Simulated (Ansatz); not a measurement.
Q: Each is relaxed and computed with the program Ansatz at the r²SCAN+D4 level (PAW). Which alone has a direct gap?
A. PbBrF, P4/nmm (Pb on 2c, Br on 2c, F on 2a)
B. PbF2, fluorite
C. HPbBrO, Pnma (H on 4c, Pb on 4c, Br on 4c, O on 4c)
D. BiPbBrO2, I4mm (Bi on 2a, Pb on 2a, Br on 2a, O on 4b)

A: A, PbBrF, P4/nmm (Pb on 2c, Br on 2c, F on 2a). PbBrF: gap 2.97 eV (direct); HPbBrO: gap 3.61 eV (indirect); PbF2: gap 4.93 eV (indirect); BiPbBrO2: gap 2.20 eV (indirect). Standing as an ambient phase not checked: PbBrF, P4/nmm (Pb on 2c, Br on 2c, F on 2a); HPbBrO, Pnma (H on 4c, Pb on 4c, Br on 4c, O on 4c); BiPbBrO2, I4mm (Bi on 2a, Pb on 2a, Br on 2a, O on 4b). All cells were relaxed under the symmetry of their starts (and spin orders); stability against distortions was not tested throughout. Spin–orbit coupling is left out wherever it is not named.

Potentials: the later of the program's two PAW sets.
